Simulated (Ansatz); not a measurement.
A geometry of NbRu away from equilibrium: step 2 of the relaxation of a relaxed NbRu cell, doubled along one cell vector, shaken by Gaussian noise of σ = 0.08 Å a coordinate. Computed with PBEsol (plane waves to 420 eV, PAW, scalar-relativistic; Ansatz, a quantum-chemistry and plane-wave program). Γ-centred k-mesh 4×11×5 on the run's cell (coarser than for final values), Fermi–Dirac smearing 0.05 eV.

```xyz
12
Lattice="9.0853 0.0089 0.0084 0.0030 3.0270 -0.0044 -1.5290 -0.0113 6.7487" Properties=species:S:1:pos:R:3:forces:R:3 pbc="T T T" free_energy=-61874.164 pressure_GPa=0.6
Nb     2.5793    -0.0443     2.3056   -0.2835    0.1678   -0.1638
Nb     7.2212    -0.0292     2.0623    0.4346    0.2055    0.4992
Nb     0.3419     0.0057     4.6488   -0.5486    0.0171    0.2098
Nb     4.9520    -0.0310     4.4824    0.9023    0.2864   -0.1144
Nb    -0.0583    -0.0357     0.0522    0.4474    0.1538   -0.3009
Nb     4.5151     0.1173     0.0735    0.1016   -0.5291   -0.1233
Ru     2.3594     1.4836     0.0573   -0.1072    0.1635    0.3037
Ru     6.7217     1.5078    -0.0970   -0.6132    0.0976   -0.5665
Ru     0.4422     1.4908     2.4306    0.0756    0.0130    0.2779
Ru     4.9147     1.5202     2.3170   -0.2315    0.0218   -0.2011
Ru     2.7346     1.5356     4.4963   -0.2683   -0.1265    0.4388
Ru     7.1399     1.5650     4.3763    0.0908   -0.4709   -0.2593
```

Positions in Å, forces in eV/Å, free energy of the cell in eV (comparable only within this code, potentials and settings). Largest force: 0.95 eV/Å, on Nb4 (atoms numbered as listed); the geometry lies 0.05 eV/atom above the end of its relaxation.

No spin polarisation in the result.

The end of the path is a generated cell of NbRu: the first start was made by placing the elements on the sites of a structure type, and the end was not matched to a known phase here, so it may be hypothetical.
